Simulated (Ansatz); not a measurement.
With DFT-PBE in the program Ansatz with PAW potentials, Si₆BAs in the tetragonal phase (I-42m; B on 2a, Si on 8i, Si on 4d, As on 2b) relaxes to a = 5.291 Å, c = 10.559 Å. B has 4 nearest neighbours from 2.05 Å (tetrahedral); Si on 4d has 4 nearest neighbours from 2.35 Å (tetrahedral); As has 4 nearest neighbours from 2.46 Å (tetrahedral). Against the elements it lies at 0.003 eV/atom, with no fitted shifts.

Electronic character: no gap, with almost no states at the Fermi level (zero-gap or semimetallic). Gap from PBE with spin–orbit coupling: none (metallic).

The bulk modulus is 94.9 GPa.

The start of the workflow was typed in or built on a structure type; neither database checked (COD, Materials Project) lists it. Whether it is the stable phase at ambient conditions was not checked. Symmetry was held in the PBE relaxation; its stability against distortions is not shown here. A small band overlap can be real or an error of a semilocal functional. The references are the lowest solids computed at this level, not always the standard phases. Scalar-relativistic: spin–orbit coupling is off unless named, which matters more the heavier the elements.

Potentials: the earlier of the program's two PAW sets.
